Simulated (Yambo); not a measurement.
G0W0@PBEsol for InAlSb₂ (space group P-4m2, No. 115) in Yambo. Reference settings: 2×2×2 Γ-centred k mesh, 372 bands and a 7 Ry block in the screening, 372 bands in G with the Bruneval-Gonze terminator, plasmon pole fitted at 27.2 eV. The PBEsol gap Γ → Γ on this mesh is 0.27 eV; G0W0 gaps are taken between the same points.

```json
[
 {"change from the reference": "reference settings", "G0W0 gap Γ → Γ (eV)": "0.94", "shift of the valence edge (eV)": "-0.70"},
 {"change from the reference": "240 bands in G", "G0W0 gap Γ → Γ (eV)": "0.94", "shift of the valence edge (eV)": "-0.69"},
 {"change from the reference": "240 bands in W, 240 bands in G", "G0W0 gap Γ → Γ (eV)": "0.98", "shift of the valence edge (eV)": "-0.61"},
 {"change from the reference": "2×2×1 mesh", "G0W0 gap Γ → Γ (eV)": "0.85", "shift of the valence edge (eV)": "-0.61"},
 {"change from the reference": "3 Ry block", "G0W0 gap Γ → Γ (eV)": "___", "shift of the valence edge (eV)": "-0.44"},
 {"change from the reference": "176 bands in W", "G0W0 gap Γ → Γ (eV)": "1.02", "shift of the valence edge (eV)": "-0.55"},
 {"change from the reference": "no random integration", "G0W0 gap Γ → Γ (eV)": "0.92", "shift of the valence edge (eV)": "-0.57"},
 {"change from the reference": "6 Ry block", "G0W0 gap Γ → Γ (eV)": "0.94", "shift of the valence edge (eV)": "-0.68"}
]
```

Estimate the withheld gaps from the other rows; the computed values follow.


- 3 Ry block, G0W0 gap Γ → Γ (eV): 0.89

The reference isn't shown to be the converged limit.

The standard potentials for In, Sb keep a d shell in the valence without the s and p states of that shell. In tests on such compounds this moved G0W0 gaps by up to about 0.9 eV, so absolute quasiparticle energies here are unreliable; differences between settings are what counts.

Spin-orbit coupling is included.

Geometry relaxed with PBEsol; primitive cell a = b = 4.4811 Å, c = 6.3151 Å, α = β = γ = 90.00°.

The structure is a Materials Project entry; no match was found in the copy of COD used, and its stability was not checked.

A shift is the quasiparticle energy of the state minus its PBEsol energy.
